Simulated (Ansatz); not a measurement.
Data:

Te$_{2}$Pd:
```yaml
crystal:
  lattice:
    - [4.04122, 0.00000, 0.00000]
    - [-2.02061, 3.49980, 0.00000]
    - [0.00000, 0.00000, 5.06557]
  atoms:
    - { symbol: Te, position: [0.33333, 0.66667, 0.26709] }
    - { symbol: Te, position: [0.66667, 0.33333, 0.73291] }
    - { symbol: Pd, position: [0.00000, 0.00000, 0.00000] }
```

This is the PBEsol-relaxed structure.

### Question
All from PBEsol (plane waves, PAW; program Ansatz), unless another level is named. Give the bulk modulus (Birch–Murnaghan fit).

### Answer
66.1 GPa.

### Question
What about the highest zone-centre frequency?

### Answer
184 cm⁻¹.

Space group P-3m1. The workflow started from a Materials Project entry (that database holds measured and hypothetical structures alike); the Crystallography Open Database files this formula in space group No. 164, but the cells were not matched. Its standing as an ambient phase is unchecked. The PBEsol relaxation kept the symmetry of its start; of distortions, only those at the zone centre were tested. No spin polarisation was allowed. As this level gives no gap, phonon frequencies hold no LO–TO term and depend on the k-mesh and smearing (Fermi–Dirac, 0.1 eV here). Spin–orbit coupling is left out wherever it is not named.

Potentials: the later of the program's two PAW sets.
